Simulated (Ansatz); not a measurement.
Te2W in space group Pmn2_1 (No. 31; Pearson symbol oP12), DFT-LDA in the program Ansatz with PAW potentials, all energies at zero smearing, with the estimated change up to a 700 eV cutoff added, with one set of potentials and settings (totals compare only within such a set). Cell of 12 atoms (8 Te, 4 W): -95142.278 eV.

```
element              reference phase  E (eV/atom)
-------  ---------------------------  -----------
Te       P3_121, 3 atoms in the cell   -6827.2741
W         Im-3m, 1 atoms in the cell  -10130.6821
```

Formation energy per atom, worked out: (-95142.278 − 8×(-6827.2741) − 4×(-10130.6821))/12 = -0.113 eV/atom (-11 kJ per mol of atoms), at 0 K, without zero-point energy or fitted corrections.

The first step of the workflow began from a Materials Project structure, measured or hypothetical; the Crystallography Open Database files this formula in space group No. 31, but the cells were not matched. Whether it is the stable phase at ambient conditions was not checked. The cell was relaxed with LDA under the symmetry of its start; whether a distortion lowers the energy is not shown. No spin polarisation was allowed. A crystal of weakly bound layers computed without a dispersion correction: the cell and the soft elastic constants depend strongly on that. The references are the lowest solids computed at this level, not always the standard phases. Spin–orbit coupling is left out wherever it is not named.

Potentials: the earlier of the program's two PAW sets.
